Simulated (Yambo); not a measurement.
```xyz
7
Lattice="-2.7879 2.7879 5.1230 2.7879 -2.7879 5.1230 2.7879 2.7879 -5.1230" Properties=species:S:1:pos:R:3 pbc="T T T"
Al     2.7879     0.0000     2.5615
Al     0.0000     0.0000     5.1230
S      1.2982    -1.2227     3.7361
S      1.5652     1.4898     1.3869
S      1.4898     4.0106    -1.3869
S      1.2227     1.2982     6.5099
Hg     0.0000     0.0000     0.0000
```

HgAl₂S₄ (space group I-4, No. 82): mean Im ε in 1 eV windows above the direct gap of 3.40 eV, for different electron-hole kernels (Yambo, broadening 0.15 eV, PBEsol (Quantum ESPRESSO, PseudoDojo norm-conserving, 66 Ry, without SOC) bands; 4×4×4 mesh, 13 valence and 10 conduction bands, static screening with 84 bands and a 3 Ry block, scissor 1.32 eV, Tamm-Dancoff; field along x).

```tsv
window (eV)	independent quasiparticles	RPA (no attraction)	BSE
3.4 to 4.4	2.0	1.4	6.7
4.4 to 5.4	5.7	4.7	5.6
5.4 to 6.4	4.8	5.2	6.6
6.4 to 7.4	7.3	5.4	6.3
7.4 to 8.4	7.9	5.3	5.2
```

This run doesn't resolve bound excitons or single peaks, so only averages are given, and they too depend on the mesh; weight that the attraction moves below the gap isn't listed. All transitions below 8.87 eV are in the band window. The scissor comes from a G0W0 run whose convergence isn't established.

Spin-orbit coupling is left out, which matters for elements this heavy: edges can move by tenths of an eV.

Geometry of the Materials Project entry, not relaxed at this level.
